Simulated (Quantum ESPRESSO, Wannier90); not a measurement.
## Tight-binding from DFT: TaS2 (P6₃/mmc, 2Hc stacking as in molybdenite, isolated units)

Materials Project entry mp-1072086; symmetrised, unrelaxed at this level. Level: PBEsol, no spin polarisation, no spin-orbit coupling; pw.x of Quantum ESPRESSO at 47 Ry with PseudoDojo potentials, 6×6×4 k-points, Wannier90. Density: 12×12×2 mesh, cold smearing 0.01 Ry. The cell is built of weakly bound layers, chains or molecules, whose nearest atoms lie 5.69 Å apart, far more than in van der Waals crystals (3.2 to 4.2 Å): it describes nearly isolated units, such as a monolayer, not the bulk crystal. Spin-orbit coupling is left out although heavy elements are present.

```
begin unit_cell_cart
ang
    3.3389502070    0.0000000000    0.0000000000
   -1.6694751035    2.8916157012    0.0000000000
    0.0000000000    0.0000000000   17.5854700000
end unit_cell_cart
mp_grid = 6 6 4
```

Task: Which shells of neighbouring k-points and which b-vectors and weights does Wannier90 pick for this cell and mesh?

Result: 
```
 *---------------------------------- K-MESH ----------------------------------*
 +----------------------------------------------------------------------------+
 |                    Distance to Nearest-Neighbour Shells                    |
 |                    ------------------------------------                    |
 |          Shell             Distance (Ang^-1)          Multiplicity         |
 |          -----             -----------------          ------------         |
 |             1                   0.089324                      2            |
 |             2                   0.178647                      2            |
 |             3                   0.267971                      2            |
 |             4                   0.357294                      2            |
 |             5                   0.362150                      6            |
 |             6                   0.373003                     12            |
 |             7                   0.403816                     12            |
 |             8                   0.446618                      2            |
       ... (lines left out)
 +----------------------------------------------------------------------------+
 | The b-vectors are chosen automatically                                     |
 | The following shells are used:                       1,  5                 |
 +----------------------------------------------------------------------------+
 |                        Shell   # Nearest-Neighbours                        |
 |                        -----   --------------------                        |
 |                          1               2                                 |
 |                          2               6                                 |
 +----------------------------------------------------------------------------+
 | Completeness relation is fully satisfied [Eq. (B1), PRB 56, 12847 (1997)]  |
 +----------------------------------------------------------------------------+
 |                  b_k Vectors (Ang^-1) and Weights (Ang^2)                  |
 |                  ----------------------------------------                  |
 |            No.         b_k(x)      b_k(y)      b_k(z)        w_b           |
 |            ---        --------------------------------     --------        |
 |             1         0.000000    0.000000    0.089324    62.666900        |
 |             2         0.000000    0.000000   -0.089324    62.666900        |
 |             3         0.000000    0.362150    0.000000     2.541573        |
 |             4         0.313631    0.181075    0.000000     2.541573        |
 |             5         0.000000   -0.362150    0.000000     2.541573        |
 |             6         0.313631   -0.181075    0.000000     2.541573        |
 |             7        -0.313631   -0.181075    0.000000     2.541573        |
 |             8        -0.313631    0.181075    0.000000     2.541573        |
```
